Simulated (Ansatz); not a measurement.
CsBr (CsCl type, Pm-3m), PBE in the plane-wave PAW code Ansatz. The conduction-band minimum lies at Γ, with 1 equivalent valley. Second derivatives d²E/dk² of the lowest band at one valley (eV·Å²), along Cartesian directions:

```csv
direction,d²E/dk²
[100],23.77
[010],23.77
[001],23.77
[110],23.77
[101],23.77
[011],23.77
```

Problem. Find the principal effective masses, the density-of-states mass and the conductivity mass.

Solution. Off-diagonal terms follow from H_xy = H[110] − (H_xx + H_yy)/2, and m*/mₑ = 7.620 eV·Å² over each eigenvalue: 0.32, 0.32, 0.32. One valley's DOS mass (m₁m₂m₃)^(1/3) = 0.32, conductivity mass 3/(Σ 1/mᵢ) = 0.32 mₑ.

Problem. What effective density of states Nc follows at 300 K for parabolic valleys?

Solution. Nc = 2.509e19 × 1 × (0.32)^(3/2) ≈ 4.5e18 cm⁻³.

The PBE relaxation kept the symmetry of its start. Scalar-relativistic: spin–orbit coupling is off unless named, which matters more the heavier the elements.

Potentials: the later of the program's two PAW sets.

Edges and masses are those of Kohn–Sham bands, whose gap is no quasiparticle gap.
